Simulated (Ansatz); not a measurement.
Cs (fcc (Cu type), Fm-3m) under volume change, PBEsol in the plane-wave PAW code Ansatz, scaled uniformly.

| V (Å³/atom) | E − E(relaxed) (meV/atom) | P (GPa) |
|---|---|---|
| 98.662 | 6.5 | 0.23 |
| 101.915 | 2.7 | 0.14 |
| 105.168 | 0.7 | 0.07 |
| 108.420 | 0.0 | 0.00 |
| 111.673 | 0.6 | -0.06 |
| 114.925 | 2.3 | -0.11 |
| 118.178 | 5.0 | -0.15 |

Q: What does a third-order Birch–Murnaghan fit give for V₀, B₀ and B′?

A: V₀ = 108.43 Å³/atom, B₀ = 2.1 GPa, B′ = 3.4.

The first step of the workflow began from a Materials Project structure, measured or hypothetical; the Crystallography Open Database files this formula in space group No. 225, but the cells were not matched. It is not the phase usual at ambient conditions (space group No. 229). Symmetry was held in the PBEsol relaxation; whether a distortion lowers the energy is not shown. Scalar-relativistic: spin–orbit coupling is off unless named, which matters more the heavier the elements.

Potentials: the earlier of the program's two PAW sets.
